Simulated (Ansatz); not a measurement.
A relaxed cell of ScInS3 is given with its symmetry left out. The cell was found from a structure generator's guess, not taken from experiment.

The calculation used DFT PBE, scalar-relativistic, plane waves, PAW (Ansatz). Cutoff 420 eV, Γ-centred mesh, Gaussian smearing, no spin polarisation.

```
CELL_PARAMETERS angstrom
-2.27884 4.04198 5.87512
2.27884 -4.04198 5.87512
2.27884 4.04198 -5.87512
ATOMIC_POSITIONS crystal
Sc 0.50000 0.50000 0.00000
In 0.00000 0.00000 0.00000
S 0.67098 0.00000 0.67098
S 0.32902 0.00000 0.32902
S 0.00000 0.50000 0.50000
```

Energies over the elements count from the elements' standard structures at the same level, with no fitted energy shifts.

**Question.** What space group does it have?

**Answer.** Immm (No. 71). Conventional cell: a = 4.558 Å, b = 8.084 Å, c = 11.750 Å. Sc has 4 S at 2.67 Å; In has 2 S at 2.28 Å and 2 S at 2.66 Å; S on a site of symmetry m2m has 1 In at 2.66 Å, 2 Sc at 2.67 Å, 1 S at 2.76 Å and 2 S at 3.50 Å; S on a site of symmetry mmm is surrounded by 2 In at 2.28 Å and 4 S at 3.50 Å.

**Question.** How far does it lie from the elements in energy?

**Answer.** −0.36 eV/atom.

**Question.** Is it a metal?

**Answer.** It can't be told: by band count a gap of 0.02 eV opens on the 10×10×10 mesh, less than the smearing, so the run treats the cell as a metal.

The last run used a 10×10×10 mesh for its 5-atom cell and Gaussian smearing of 0.10 eV. Weakly bound directions are ill-defined at this level, which has no dispersion term. The reference form of S is held partly by dispersion forces, which this level lacks. Symmetry constrained the relaxation, so the result can be a saddle point. Another cell of ScInS3 relaxed alike, in Pm, lies 0.62 eV/atom lower, so this cell isn't the stable form at this level.
